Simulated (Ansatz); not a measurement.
# Structure search: one Be3TeSe2 candidate

Method: DFT PBE, scalar-relativistic, plane waves, PAW (Ansatz). Cutoff 420 eV, Gaussian smearing, Γ-centred meshes. Cell and atoms relax first on a coarse mesh, the cell is then made exact in the group found at 0.06 to 0.08 Å, and last on a converged mesh; the steps can't lower the symmetry of their start. No spin polarisation.

This trial cell of Be3TeSe2 was written down by chemical analogy (Cmc2_1, No. 36). Its size is a guess.

```cif
data_structure
_symmetry_space_group_name_H-M 'Cmc2_1'
_symmetry_Int_Tables_number 36
_cell_length_a 11.1000
_cell_length_b 6.4100
_cell_length_c 6.0400
_cell_angle_alpha 90.000
_cell_angle_beta 90.000
_cell_angle_gamma 90.000
_cell_volume 429.75
loop_
_atom_site_label
_atom_site_type_symbol
_atom_site_symmetry_multiplicity
_atom_site_Wyckoff_symbol
_atom_site_fract_x
_atom_site_fract_y
_atom_site_fract_z
_atom_site_occupancy
Be1 Be 4 a 0.50000 0.33333 0.37500 1
Be2 Be 8 b 0.33333 0.16667 0.87500 1
Te1 Te 4 a 0.50000 0.33333 0.00000 1
Se1 Se 8 b 0.33333 0.16667 0.50000 1
```

Energies over the elements count from the elements' standard structures at the same level, with no fitted energy shifts.

Task: What does it relax into?

Result: The symmetry stays Cmc2_1 (No. 36). The volume per atom grows by 6.3 %, from 17.9 to 19.0 Å³. The shortest distance goes from 2.27 Å (Be–Se and Be–Te) to 2.25 Å (Be–Se). Conventional cell: a = 11.302 Å, b = 6.515 Å, c = 6.206 Å. Be on a site of symmetry m is surrounded by 2 Se at 2.25 Å and 2 Te at 2.43–2.44 Å; Be on a site of symmetry 1 has 3 Se at 2.25–2.27 Å and 1 Te at 2.44 Å; Te has 4 Be at 2.43–2.44 Å; around Se lie 4 Be at 2.25–2.27 Å.

```
CELL_PARAMETERS angstrom
5.65098 -3.25755 0.00000
5.65098 3.25755 0.00000
0.00000 0.00000 6.20641
ATOMIC_POSITIONS crystal
Be 0.81197 0.18803 0.60794
Be 0.48113 0.16577 0.13415
Be 0.51887 0.83423 0.63415
Be 0.18803 0.81197 0.10794
Be 0.83423 0.51887 0.13415
Be 0.16577 0.48113 0.63415
Te 0.82888 0.17112 0.99850
Te 0.17112 0.82888 0.49850
Se 0.49370 0.16700 0.50013
Se 0.50630 0.83300 0.00013
Se 0.83300 0.50630 0.50013
Se 0.16700 0.49370 0.00013
```

Task: How does it come out in energy, and is it a metal?

Result: The energy over the elements is −0.624 eV/atom and the gap on the 4×4×4 mesh of the 12-atom cell is 2.86 eV.

A negative formation energy is needed for stability but isn't enough: competing phases decide.

The last run used Gaussian smearing of 0.02 eV. Spin–orbit coupling, which can matter for Te, is left out. Kohn–Sham gaps at this level usually fall short of measured ones. The missing spin–orbit coupling can work the other way here. The reference forms of Se and Te are held partly by dispersion forces, which this level lacks. A later test with randomly moved atoms came back to the same energy, though modes that don't fit the test's cell weren't probed.
